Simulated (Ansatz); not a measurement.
Relaxed-ion elastic tensor of TiPt$_{3}$ (Cu3Au type, Pm-3m) in GPa (Voigt order), the program Ansatz at the PBEsol level (PAW); density 17.73 g/cm³, 14.82 Å³ per atom.

```
387  205  205  0.0  0.0  0.0
205  387  205  0.0  0.0  0.0
205  205  387  0.0  0.0  0.0
0.0  0.0  0.0  153  0.0  0.0
0.0  0.0  0.0  0.0  153  0.0
0.0  0.0  0.0  0.0  0.0  153
```

### Question
Is the crystal mechanically stable?

### Answer
Yes: the smallest eigenvalue of C is 153 GPa.

### Question
Work out the Voigt, Reuss and Hill averages.

### Answer
K_V = 266, K_R = 266, K_H = 266; G_V = 128, G_R = 120, G_H = 124 GPa.

### Question
Give Young's modulus, Poisson's ratio, Pugh's ratio and the universal anisotropy index.

### Answer
E = 9KG/(3K + G) = 323 GPa; ν = 0.30; K/G = 2.14 (ductile by the Pugh limit of 1.75); A_U = 5G_V/G_R + K_V/K_R − 6 = 0.33.

### Question
Estimate the sound speeds and the Debye temperature.

### Answer
v_l = √((K + 4G/3)/ρ) = 4930 m/s, v_t = √(G/ρ) = 2650 m/s, mean 2960 m/s; Θ = (h/k)(3n/4πV)^(1/3) v_m = 358 K.

### Question
Give the Zener ratio and Young's modulus along [100], [110] and [111].

### Answer
A = 2C44/(C11 − C12) = 1.69; 1/E = S11 − 2(S11 − S12 − S44/2)Γ with Γ = 0, 1/4, 1/3 gives 245, 337, 386 GPa.

Symmetry was held in the PBEsol relaxation; of distortions, only those at the zone centre were tested. No spin polarisation was allowed. As this level gives no gap, shear constants depend on the k-mesh and smearing (Fermi–Dirac, 0.1 eV here). Scalar-relativistic: spin–orbit coupling is off unless named, which matters more the heavier the elements.

Potentials: the later of the program's two PAW sets.
